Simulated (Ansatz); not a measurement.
All numbers below come from DFT, BLYP, plane waves (420 eV) with PAW, scalar-relativistic (Ansatz). (PAW data from PBE, frozen cores regenerated.)

An element in the omega (AlB2-type) structure gives this curve. The cell is scaled uniformly from the relaxed one, with fractional coordinates and shape fixed. Energies are extrapolated to zero smearing, pressures are those at the given smearing. Magnetic state: spin not included.

```
V (Å³/atom)  E − E₀ (meV/atom)  P (GPa)
     19.594               38.1     5.12
     20.485               15.9     3.02
     21.376                4.0     1.40
     22.266                0.0     0.12
     23.157                2.5    -0.91
     24.047               10.1    -1.73
     24.938               21.8    -2.37
```

(1) Which element is it?
A. gold
B. zirconium
C. gallium
D. arsenic

Results:

(1) C. Its fit is V₀ = 22.33 Å³/atom, B₀ = 28 GPa, B₀′ = 4.7.
